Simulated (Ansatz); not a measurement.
BP (zinc blende)

```yaml
crystal:
  lattice:
    - [0.00000, 2.27421, 2.27421]
    - [2.27421, 0.00000, 2.27421]
    - [2.27421, 2.27421, 0.00000]
  atoms:
    - { symbol: P, position: [0.25000, 0.25000, 0.25000] }
    - { symbol: B, position: [0.00000, 0.00000, 0.00000] }
```

Equation-of-state scan: isotropic scaling of the cell above, V₀ being its volume. Symmetry pins the atoms to their sites.

These are PBE (plane waves to 420 eV, PAW, scalar-relativistic; Ansatz, a program for electronic structure) values and carry that method's errors. k mesh 13×13×13 (Γ-centred), Fermi-Dirac smearing 0.05 eV. The energy includes the smearing's −TS. Compression counts positive. BP was relaxed with its symmetry unable to fall. The zero of ΔE is the relaxed starting cell.

```csv
V (Å³/atom),ΔE (meV/atom)
11.057,23.6
11.198,14.8
11.339,8.2
11.480,withheld
11.621,0.9
11.762,0.0
11.903,0.8
12.045,3.3
12.186,7.3
12.327,12.7
12.468,19.5
```

Q: Fit a third-order Birch-Murnaghan form (E₀, V₀, B₀, B₀′ free) to the given rows and predict ΔE at V = 11.480.

A: Least squares on the 10 given rows: ΔE = E₀ + (9V₀B₀/16)·y²·[2 + (B₀′ − 4)y], y = (V₀/V)^(2/3) − 1, with V₀ = 11.763 Å³/atom, B₀ = 162.0 GPa (160.2 GPa = 1 eV/Å³; the term in eV is multiplied by 1000), B₀′ = 3.68, E₀ = 0.00 meV/atom; root-mean-square residual 0.02 meV/atom. At 11.480 the fit gives 3.6 meV/atom; the calculation gives 3.6 meV/atom, the same to the digits shown. For the pressure the fit gives 4.1 GPa against the computed 4.1 GPa.

(Under strain, the slope of the energy per volume gives the stress and its curvature an elastic modulus.)
